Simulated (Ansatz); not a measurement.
TaSi2:
```
TaSi2
1.0
    0.00000     3.02996     3.02996
    3.02996     0.00000     3.02996
    3.02996     3.02996     0.00000
Ta Si
1 2
Direct
  0.00000   0.00000   0.00000
  0.25000   0.25000   0.25000
  0.75000   0.75000   0.75000
```

Relaxed with PBE. Special points in fractions of this cell's reciprocal vectors: Γ (0.000, 0.000, 0.000); X (0.500, 0.000, 0.500); U (0.625, 0.250, 0.625); K (0.375, 0.375, 0.750); L (0.500, 0.500, 0.500); W (0.500, 0.250, 0.750).

### Question
List the band energies nearest the Fermi level at these points for plane-wave PAW PBE (Ansatz code).

### Answer
In eV from the Fermi level; about four levels below and three above (degenerate sets whole), none deeper than 8.9 eV; points with the same levels are listed once.

| k | below | above |
|---|---|---|
| Γ | -4.01 -4.01 -4.01 -2.90 -0.31 -0.31 | 3.37 3.37 3.37 |
| X | -2.80 -2.80 -0.80 -0.51 -0.51 | 1.17 5.35 6.16 |
| U | -3.55 -2.69 -1.22 -0.18 | 0.66 1.47 4.74 |
| L | -3.31 -3.31 -1.68 -0.33 -0.33 | 0.44 0.44 0.65 |
| W | -4.77 -1.53 -1.53 -0.48 | 0.58 1.80 5.11 5.11 |

Space group Fm-3m (fluorite). A made-up cell: these elements were put on the sites of a structure type; neither database checked (COD, Materials Project) lists it. COD files the formula under space group No. 180, 181, so this cell is another polymorph or a model. Its standing as an ambient phase is unchecked. The cell was relaxed with PBE under the symmetry of its start; its stability against distortions is not shown here. No spin polarisation was allowed. Spin–orbit coupling is left out wherever it is not named.

Potentials: the later of the program's two PAW sets.
